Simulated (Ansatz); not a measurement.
BN:
```cif
data_B2N2
_chemical_formula_sum 'B2 N2'
_space_group_name_H-M_alt 'P63mc'
_space_group_IT_number 186
_space_group_name_Hall 'P 6c -2c'
_cell_length_a 2.52270
_cell_length_b 2.52270
_cell_length_c 4.17438
_cell_angle_alpha 90.000
_cell_angle_beta 90.000
_cell_angle_gamma 120.000
loop_
_atom_site_label
_atom_site_type_symbol
_atom_site_symmetry_multiplicity
_atom_site_Wyckoff_symbol
_atom_site_fract_x
_atom_site_fract_y
_atom_site_fract_z
_atom_site_occupancy
B1 B 2 b 0.33333 0.66667 0.49970 1
N1 N 2 b 0.33333 0.66667 0.12530 1
```

This is the LDA-relaxed structure.

Question: All from LDA in the plane-wave PAW code Ansatz, unless another level is named. Give the largest static χ(2) component.

Answer: 5.4 pm/V.

Question: And the static dielectric constant ε0 (ions relaxed, cell fixed)?

Answer: 6.50 (xx = yy), 7.01 (zz).

Question: Next, the Born charges (a third of the trace)?

Answer: B +1.84, N -1.84 e.

Question: Next, the electronic dielectric constant ε∞ (DFPT)?

Answer: 4.53 (xx = yy), 4.68 (zz).

Space group P6_3mc (wurtzite). The cell was relaxed with LDA under the symmetry of its start.

Potentials: the earlier of the program's two PAW sets. The files were generated under PBE; for other functionals the program regenerates the frozen cores, and for LDA and PBEsol the local potential too.
